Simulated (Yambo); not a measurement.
```xyz
2
Lattice="0.0000 3.1847 3.1847 3.1847 0.0000 3.1847 3.1847 3.1847 0.0000" Properties=species:S:1:pos:R:3 pbc="T T T"
Mg     0.0000     0.0000     0.0000
Te     1.5924     1.5924     1.5924
```

MgTe (zinc blende, space group F-43m, No. 216): G0W0@LDA in Yambo (4×4×4 Γ-centred k mesh, bands 5 to 124 and a 8 Ry block in the screening, 124 bands in G with the Bruneval-Gonze terminator, plasmon pole fitted at 27.2 eV) on wavefunctions from Quantum ESPRESSO. With the symmetry operations that carry no fractional translation, the mesh has 8 irreducible k points, and the gap Γ → Γ is 4.097 eV.

Q: What changes when point-group symmetry is switched off and time reversal alone is kept?

A: The mesh then has 36 irreducible points. The exact result doesn't change; the run gives 4.101 eV, and the difference is numerical residue, whose source wasn't traced. Rough time against the symmetric run: about 4× for the empty bands, about 3× for Yambo (2 states against 4).

Spin-orbit coupling is not included.

Geometry relaxed with LDA.

This is not the ordinary phase of the substance; no match was found in the copy of COD used, and its stability was not checked.
